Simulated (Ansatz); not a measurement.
Trial structures of In₂Te₂O: starts and ends

These are results of Ansatz 0.2.0, DFT PBE, scalar-relativistic, plane waves, PAW, not measurements. All cells share a 420 eV cutoff and Γ-centred k meshes spaced at most about 0.3 Å⁻¹ (about 0.25 or finer for metals, 2π included). No spin polarisation in the final relaxations.

Each guess was relaxed in cell and atoms at zero pressure, within the symmetry of its start. These are static total energies at zero pressure. Coordination counts O or Te atoms around In (for each partner element, those within 1.25 times its shortest distance or 1.15 times the sum of covalent radii, where it is the nearest in units of that sum or under 1.3; a plus sign parts groups by distance over the sum of covalent radii).

```csv
guess,made from,start group,V start (Å³/atom),end group,V end (Å³/atom),coordination at the end,gap on mesh (eV),E over the lowest end (meV/atom)
1,Rb2NiO2 type,I4/mmm,25.7,I4/mmm,29.9,In 5,0,0
2,EuZn2Si2 type,I4/mmm,26.1,I4/mmm,32.2,In 4,0,543
3,YbMn2Sb2 type,P-3m1,30.8,P-3m1,25.4,In 3+1,0,244
4,Bi2Te2S type,R-3m,27.6,R-3m,24.2,In 3,0,270
5,random cell,P6/mmm,28.3,?,?,?,?,?
```

Guess 5 as it starts:

```yaml
crystal:
  lattice:
    - [4.89264, 0.00000, 0.00000]
    - [-2.44632, 4.23715, 0.00000]
    - [0.00000, 0.00000, 6.83531]
  atoms:
    - { symbol: In, position: [0.33333, 0.66667, 0.50000] }
    - { symbol: In, position: [0.66667, 0.33333, 0.50000] }
    - { symbol: Te, position: [0.33333, 0.66667, 0.00000] }
    - { symbol: Te, position: [0.66667, 0.33333, 0.00000] }
    - { symbol: O, position: [0.00000, 0.00000, 0.00000] }
```

Question: Fill in the missing row: what does this guess relax into, and where does it rank?

Answer: It ends in space group P6/mmm (No. 191), with a = 4.972 Å, c = 6.470 Å, 27.7 Å³/atom and no gap. It lies 0.41 eV/atom over the lowest end, above guess 4 and below guess 2. Counting O or Te atoms around In, this end has In 2 and the lowest (guess 1) has In 5. This end holds Te–Te nets (shortest 2.87 Å); in the lowest (guess 1) the shortest Te–Te distance is 4.13 Å.

```
CELL_PARAMETERS angstrom
4.97239 0.00000 0.00000
-2.48619 4.30621 0.00000
0.00000 0.00000 6.47048
ATOMIC_POSITIONS crystal
In 0.33333 0.66667 0.50000
In 0.66667 0.33333 0.50000
Te 0.33333 0.66667 0.00000
Te 0.66667 0.33333 0.00000
O 0.00000 0.00000 0.00000
```

Energies over the elements count from the elements' standard structures at the same level (O₂ as a molecule), with no fitted energy shifts.

Question: Is the lowest end bound against the elements?

Answer: Yes: its formation energy is −0.15 eV/atom. Whether it is stable depends on the other phases of the system, which aren't compared here.

Spin–orbit coupling, which can matter for Te, is left out. The zero gap of P-3m1 may come from the functional, which often closes small gaps. A magnetic state wasn't ruled out in cells without spin, among them I4/mmm at 32.2 Å³/atom. The reference form of Te is held partly by dispersion forces, which this level lacks. Cells relaxed within their symmetry can be saddle points. A lower structure may well exist outside this small set. Some structure types and database cells were kept out of the candidates from the start, so a known form may be missing.
